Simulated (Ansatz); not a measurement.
Values for one crystal, relaxed and computed with PBE in the plane-wave PAW code Ansatz; other levels are named.

- Volume per atom: 11.77 Å³
- Electronic character: metallic (no gap)
- Bulk modulus (Birch–Murnaghan fit): 181 GPa
- Mechanical stability: stable (all eigenvalues of C positive)
- Poisson's ratio: 0.22
- Hill bulk and shear moduli: 179 and 124 GPa
- Pressure derivative B′: 6.3

Which compound is it?
(A) Eu, bcc (W type)
(B) V, bcc (W type)
(C) Y, hcp (Mg type)
(D) Cr, bcc (W type)

D, Cr, bcc (W type)

Space group Im-3m (bcc (W type)). Symmetry was held in the PBE relaxation, as lowered by the spin order. Spin order of the final state: antiferromagnetic, chosen from 3 collinear starts compared on coarse meshes (ties went to the first, and starts can fall back to one state), not a proven ground state. Textbook magnetic order: a spin-density-wave antiferromagnet. As this level gives no gap, shear constants depend on the k-mesh and smearing (Fermi–Dirac, 0.1 eV here).

Potentials: the later of the program's two PAW sets.
